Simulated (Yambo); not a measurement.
```xyz
2
Lattice="0.0000 2.3814 2.3814 2.3814 0.0000 2.3814 2.3814 2.3814 0.0000" Properties=species:S:1:pos:R:3 pbc="T T T"
O      2.3814     2.3814     2.3814
Ca     0.0000     0.0000     0.0000
```

Response from Yambo on PBEsol (pw.x of Quantum ESPRESSO, ONCV potentials, no spin-orbit coupling) bands: 18×18×18 mesh, 23 bands, 4 Ry local-field block, 0.2 eV broadening.

**Question.** Give the static electronic dielectric constant without and with local fields.

**Answer.** 
```csv
field along,"ε(0), independent particles","ε(0), RPA with local fields",refractive index √ε
x,3.99,3.67,1.91
```
Electronic (clamped-ion) response only. PBEsol gaps are usually too small, which raises these values. Convergence of the RPA response with its 18×18×18 mesh was not tested.

Geometry relaxed with PBEsol.
